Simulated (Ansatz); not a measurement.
Bi$_{2}$Te$_{3}$ in space group R-3m (No. 166; Bi on 6c, Te on 6c, Te on 3a), DFT-LDA in the program Ansatz with PAW potentials. The conduction-band minimum lies at Γ, with 1 equivalent valley. Second derivatives d²E/dk² of the lowest band at one valley (eV·Å²), along Cartesian directions:

| direction | d²E/dk² |
|---|---|
| [100] | 115.5 |
| [010] | 115.5 |
| [001] | 101.5 |
| [110] | 115.5 |
| [101] | 108.2 |
| [011] | 108.1 |

Find the principal effective masses, the density-of-states mass and the conductivity mass.

Off-diagonal terms follow from H_xy = H[110] − (H_xx + H_yy)/2, and m*/mₑ = 7.620 eV·Å² over each eigenvalue: 0.066, 0.066, 0.075. One valley's DOS mass (m₁m₂m₃)^(1/3) = 0.069, conductivity mass 3/(Σ 1/mᵢ) = 0.069 mₑ.

What effective density of states Nc follows at 300 K for parabolic valleys?

Nc = 2.509e19 × 1 × (0.069)^(3/2) ≈ 4.5e17 cm⁻³.

The cell was relaxed with LDA under the symmetry of its start. A crystal of weakly bound layers computed without a dispersion correction: the cell and the soft elastic constants depend strongly on that. Spin–orbit coupling is left out wherever it is not named.

Potentials: the earlier of the program's two PAW sets. The files were generated under PBE; for other functionals the program regenerates the frozen cores, and for LDA and PBEsol the local potential too.

Edges and masses are those of Kohn–Sham bands, whose gap is no quasiparticle gap.
